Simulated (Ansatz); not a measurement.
An Ansatz (a program for electronic structure) run. Input:

Ansatz 0.2 input:
```yaml
crystal:
  lattice:
    - [0.0, 3.2125885654, 3.2125885654]
    - [3.2125885654, 0.0, 3.2125885654]
    - [3.2125885654, 3.2125885654, 0.0]
  atoms:
    - { symbol: Ba, position: [0.0, 0.0, 0.0] }
    - { symbol: S, position: [0.5, 0.5, 0.5] }
kpoints:
  mp_grid: { grid: [7, 7, 7] }
hamiltonian:
  xc: r2scan
  pseudopotentials: { kind: paw }
scf:
  occupations: { method: fixed }
output:
  optics: { e_range: [0.0, 15.0], de: 0.05, sigma: 0.1, bands: { spectra_wanted_up_to: 12 eV } }
```

Output (shortened):

```
output.optics: the spectra are integrated over the Brillouin zone by k·p interpolation around the k-points, where levels, occupations, output.optics.sigma and …
Pseudopotential: Ba, paw, valence charge 10
Pseudopotential: S, paw, valence charge 6
Functional definition: r2SCAN
Crystal: 2 atoms, lattice volume = 66.312 Å³
Basis set: ecut = 500 eV, 1687 PW (Γ), exchange–correlation on 144×144×144 points (64 copies of the dense FFT grid, shifted against one another)
Bands: 12, of which v1, the nominal top of the filled ones, is band 8 counted from 1 (7 counted from 0)
Symmetry: 48 space group operations
Space group: Fm-3m (ITA 225), of the structure as read, at distance tolerance 4.0e-5 Å
k-points: 20 of 343
SCF iter   1: F=—  HF=-6875.080521 eV  |F-HF|=—  |Δ(HF+E_count)|=         —  Δρ=3.89e-3  dr2=1.00e-2  dr2_τ=5.25e-3  ethr=1.77e-3  ⟨swp⟩=5.8  Hψ=1453  notcnv=0  defer=26
preconditioner: auto → none
SCF iter   2: F=—  HF=-6875.131292 eV  |F-HF|=—  |Δ(HF+E_count)|=   5.08e-2  Δρ=1.77e-3  dr2=1.15e-3  dr2_τ=1.60e-4  ethr=6.26e-5  ⟨swp⟩=3.0  Hψ=659  notcnv=0  defer=36
SCF iter   3: F=—  HF=-6875.131525 eV  |F-HF|=—  |Δ(HF+E_count)|=   2.33e-4  Δρ=5.59e-4  dr2=1.91e-4  dr2_τ=2.08e-5  ethr=7.21e-6  ⟨swp⟩=2.2  Hψ=427  notcnv=0  defer=36
SCF iter   4: F=—  HF=-6875.131550 eV  |F-HF|=—  |Δ(HF+E_count)|=   2.50e-5  Δρ=1.89e-4  dr2=1.85e-5  dr2_τ=2.06e-6  ethr=1.19e-6  ⟨swp⟩=2.5  Hψ=379  notcnv=0  defer=36
SCF iter   5: F=—  HF=-6875.131554 eV  |F-HF|=—  |Δ(HF+E_count)|=   4.20e-6  Δρ=3.90e-5  dr2=7.42e-7  dr2_τ=4.18e-8  ethr=1.16e-7  ⟨swp⟩=2.3  Hψ=332  notcnv=0  defer=19
SCF iter   6: F=—  HF=-6875.131554 eV  |F-HF|=—  |Δ(HF+E_count)|=   4.11e-7  Δρ=3.00e-6  dr2=8.61e-9  dr2_τ=6.01e-10  ethr=4.64e-9  ⟨swp⟩=2.2  Hψ=396  notcnv=0  defer=3
SCF iter   7: F=—  HF=-6875.131554 eV  |F-HF|=—  |Δ(HF+E_count)|=   2.30e-9  Δρ=7.66e-7  dr2=3.00e-10  dr2_τ=1.84e-11  ethr=5.38e-11  ⟨swp⟩=2.0  Hψ=377  notcnv=0  defer=3
SCF iter   8: F=—  HF=-6875.131554 eV  |F-HF|=—  |Δ(HF+E_count)|=  6.88e-10  Δρ=1.89e-7  dr2=2.19e-11  dr2_τ=9.34e-13  ethr=1.88e-12  ⟨swp⟩=2.0  Hψ=383  notcnv=0  defer=3
SCF iter   9: F=-6875.131554 eV  HF=-6875.131554 eV  |F-HF|=9.09e-13  |Δ(HF+E_count)|=  2.73e-11  Δρ=1.66e-8  dr2=1.35e-13  dr2_τ=7.00e-15  ethr=1.00e-12  ⟨swp⟩=5.3  Hψ=1207  notcnv=0
SCF 1 converged in 9 iterations: F = -6875.131554 eV  dr2 = 1.35e-13
NSCF: frozen V_eff on 20 k-points
Optics k sum: 0 of 20 k-points
Optics k sum: 1 of 20 k-points
Optics k sum: 2 of 20 k-points
Optics k sum: 3 of 20 k-points
Optics k sum: 4 of 20 k-points
Optics k sum: 5 of 20 k-points
Optics k sum: 6 of 20 k-points
Optics k sum: 7 of 20 k-points
Optics k sum: 8 of 20 k-points
Optics k sum: 9 of 20 k-points
Optics k sum: 10 of 20 k-points
Optics k sum: 11 of 20 k-points
Optics k sum: 12 of 20 k-points
Optics k sum: 13 of 20 k-points
Optics k sum: 14 of 20 k-points
Optics k sum: 15 of 20 k-points
Optics k sum: 16 of 20 k-points
Optics k sum: 17 of 20 k-points
Optics k sum: 18 of 20 k-points
Optics k sum: 19 of 20 k-points
Optics k sum: 20 of 20 k-points
Optics k sum: 0 of 20 k-points
Optics k sum: 1 of 20 k-points
Optics k sum: 2 of 20 k-points
Optics k sum: 3 of 20 k-points
Optics k sum: 4 of 20 k-points
Optics k sum: 5 of 20 k-points
Optics k sum: 6 of 20 k-points
Optics k sum: 7 of 20 k-points
Optics k sum: 8 of 20 k-points
Optics k sum: 9 of 20 k-points
Optics k sum: 10 of 20 k-points
Optics k sum: 11 of 20 k-points
Optics k sum: 12 of 20 k-points
Optics k sum: 13 of 20 k-points
Optics k sum: 14 of 20 k-points
Optics k sum: 15 of 20 k-points
Optics k sum: 16 of 20 k-points
Optics k sum: 17 of 20 k-points
Optics k sum: 18 of 20 k-points
Optics k sum: 19 of 20 k-points
Optics k sum: 20 of 20 k-points
NSCF: frozen V_eff on 1 k-points
NSCF: frozen V_eff on 1 k-points
NSCF: frozen V_eff on 1 k-points
NSCF: frozen V_eff on 1 k-points
output.optics: what the bands over the 26 summed would add to eps1, eps2 and the energy-loss function is held between a lower and an upper bound (15 Lanczos …
SCF converged after 9 iterations
Free energy (F): -6875.131554 eV
Harris-Foulkes:  -6875.131554 eV  (|F-HF|=9.09e-13)
Internal energy: -6875.131554 eV  (E = F + TS)
E sigma→0 (E₀):  -6875.131554 eV
Fermi energy:    5.390871 eV
--- Per-component energies (eV) ---
  E_band       = -61.958685
  E_kinetic    = 275.973097
  E_local      = -407.346103  (includes V_loc(G=0)·N_el)
  E_nonlocal   = 83.693586
  E_hartree    = 129.051635
  E_xc         = -250.178487
  E_vxc        = -243.755005  (∫ρ·V_xc dr)
  E_paw        = -5861.034145  (= ΣΔE_a)
  E_vpaw       = -40.315574  (= ΣTr[D̂ρ^β])
  E_aug_tail   = 0.000000  (compensation charges beyond the density's cutoff)
  E_vtau       = 11.688041  (kinetic-family band-sum trace: ∫τ·v_τ [+ j·A + Jᵃ·Aᵃ] dr)
  E_ewald      = -845.251786
  E_core_change = -0.039351  (= ΣΔE_core)
  E_smearing   =  0.000000  (= −TS)
  E_closure    = 0.000000  (closes the sum)
  Σ components = -6875.131554   (vs F -6875.131554, Δ=0.00e0)
  [band-id]    e_kinetic+e_local+e_nonlocal+2·e_hartree+e_vxc+e_vpaw+e_augmentation_tail+e_vtau = -61.958688   (vs E_band -61.958685, Δ=-3.03e-6)
--- Band table (eV; the first three rows and the last of 20) ---
  k-point 0: bands = ["-21.3467", "-6.0049", "-6.0049", "-6.0049", "-5.3125", "5.3909", "5.3909", "5.3909", "9.6120", "9.7800", "9.7800", "9.7800"]
  k-point 1: bands = ["-21.3386", "-6.3903", "-6.0113", "-6.0113", "-4.9098", "4.9359", "5.1601", "5.1601", "9.7593", "10.0712", "10.0712", "10.3222"]
  k-point 2: bands = ["-21.3201", "-6.8633", "-6.0255", "-6.0255", "-4.3954", "4.1591", "4.7319", "4.7319", "10.0432", "10.8804", "10.8804", "11.6592"]
  k-point 19: bands = ["-21.2909", "-6.6594", "-6.3464", "-6.2090", "-4.6246", "4.3443", "4.8690", "4.9311", "9.7430", "10.6392", "12.4079", "13.0761"]
```

Cost: very roughly 30 core-seconds on shared cores.

The r²SCAN relaxation kept the symmetry of its start; phonons on a q-mesh show no instability. Scalar-relativistic: spin–orbit coupling is off unless named, which matters more the heavier the elements.

Potentials: the later of the program's two PAW sets.

Ansatz is a plane-wave DFT program.
